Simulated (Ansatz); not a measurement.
## NiCl3 in the ReO3-type structure

Level of theory: DFT, PBEsol, scalar-relativistic, collinear spin; plane waves to 420 eV with PAW datasets (Ansatz 0.2.0), Γ-centred 6×6×6 mesh, 0.05 eV Gaussian smearing. The datasets are Ansatz's generated set soft_2.

```xyz
4
Lattice="4.5195 0.0000 0.0000 0.0000 4.5195 0.0000 0.0000 0.0000 4.5195" Properties=species:S:1:pos:R:3 pbc="T T T"
Ni    0.0000    0.0000    0.0000
Cl    2.2597    0.0000    0.0000
Cl    0.0000    0.0000    2.2597
Cl    0.0000    2.2597    0.0000
```

The structure was built from a prototype; whether the compound forms in it isn't claimed. The ideal cubic cell shuts out tilts of the octahedra, which such structures often take.

Magnetic state: weakly polarised, site spin moments Ni 0.08 μB.

Problem. Which orbitals carry the states at the Fermi level, and how many states are there?

Solution. Within 0.1 eV of it: Cl 3p 68 %, Ni 3d 32 % (shares among the projected shells). The Fermi level sits on a steep edge: the density of states is 16.8, 5.8 and 3.7 states/eV per cell at −0.1, 0 and +0.1 eV.

Density of states (tetrahedra, averaged over 0.5 eV; states/eV per cell of 4 atoms; energy in eV from the Fermi level; projections on Löwdin-orthogonalised atomic orbitals, summed over sites):

```tsv
E	total	Cl 3p	Ni 3d up	Ni 3d down	Ni 4s	Cl 3s
-5.60	1.4	1.0	0.1	0.1	0.2	0.0
-5.10	1.4	1.1	0.1	0.1	0.1	0.0
-4.60	0.5	0.4	0.0	0.0	0.0	0.0
-4.10	7.5	5.3	1.0	1.0	0.0	0.0
-3.60	2.9	2.2	0.4	0.3	0.0	0.0
-3.10	3.0	2.0	0.5	0.5	0.0	0.0
-2.60	3.8	2.1	0.8	0.8	0.0	0.0
-2.10	2.3	1.0	0.6	0.6	0.0	0.0
-1.60	3.2	2.1	0.6	0.5	0.0	0.0
-1.10	4.9	3.3	0.8	0.8	0.0	0.1
-0.60	9.7	5.2	2.3	2.1	0.1	0.1
-0.10	9.5	6.0	1.5	1.8	0.0	0.0
0.40	1.7	0.9	0.3	0.3	0.0	0.0
0.90	1.2	0.6	0.3	0.3	0.0	0.0
1.40	1.1	0.5	0.2	0.3	0.0	0.0
1.90	1.0	0.5	0.2	0.2	0.0	0.0
2.40	0.1	0.1	0.0	0.1	0.0	0.0
2.90	0.0	0.0	0.0	0.0	0.0	0.0
3.40	0.0	0.0	0.0	0.0	0.0	0.0
3.90	0.0	0.0	0.0	0.0	0.0	0.0
4.40	0.1	0.0	0.0	0.0	0.0	0.0
4.90	0.1	0.0	0.0	0.0	0.0	0.0
```

So small a moment in a metal hangs on mesh and smearing, and semilocal functionals can overstate it, so the real crystal may have none. Site moments are of spin, integrated over atomic spheres. A displaced or strained copy of the relaxed cell lay 0.9 meV/atom lower, so on this mesh the structure isn't a minimum; in a metal a finer mesh can change so small a difference. No antiparallel order was tried, and in such compounds it can hold moments and open a gap where a parallel start collapses.
